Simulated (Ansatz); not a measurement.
ZrGeO3:
```
ZrGeO3
1.0
    4.00922     0.00000     0.00000
    0.00000     4.00922     0.00000
    0.00000     0.00000     4.36653
Zr Ge O
1 1 3
Direct
  0.50000   0.50000   0.57878
  0.00000   0.00000   0.19970
  0.00000   0.50000   0.44940
  0.50000   0.00000   0.44940
  0.50000   0.50000   0.01291
```

Relaxed with r²SCAN. Special points in fractions of this cell's reciprocal vectors: Γ (0.000, 0.000, 0.000); X (0.000, 0.500, 0.000); M (0.500, 0.500, 0.000); Z (0.000, 0.000, 0.500); R (0.000, 0.500, 0.500); A (0.500, 0.500, 0.500).

### Question
List the band energies nearest the valence-band maximum at these points for the program Ansatz at the r²SCAN level (PAW).

### Answer
In eV from the valence-band maximum; about four levels below and three above (degenerate sets whole), none deeper than 8.9 eV; points with the same levels are listed once.

| k | below | above |
|---|---|---|
| Γ | -2.37 -2.37 -1.26 -1.26 -0.85 | 3.15 3.66 5.95 5.95 |
| X | -2.41 -1.20 -0.83 0.00 | 3.75 5.08 5.24 |
| M | -1.81 -1.81 -1.76 -1.66 -0.78 | 4.02 5.22 5.22 |
| Z | -2.61 -2.61 -1.12 -0.87 -0.87 | 1.68 3.74 6.20 6.20 |
| R | -2.41 -1.01 -0.76 -0.59 | 4.03 4.44 5.06 |
| A | -2.93 -1.65 -0.68 -0.68 | 5.47 5.52 5.52 |

Space group P4mm. The start of the workflow was typed in or built on a structure type; neither database checked (COD, Materials Project) lists it. Its standing as an ambient phase is unchecked. Symmetry was held in the r²SCAN relaxation; whether a distortion lowers the energy is not shown. The run is not spin-polarised. Spin–orbit coupling is left out wherever it is not named.

Potentials: the later of the program's two PAW sets.
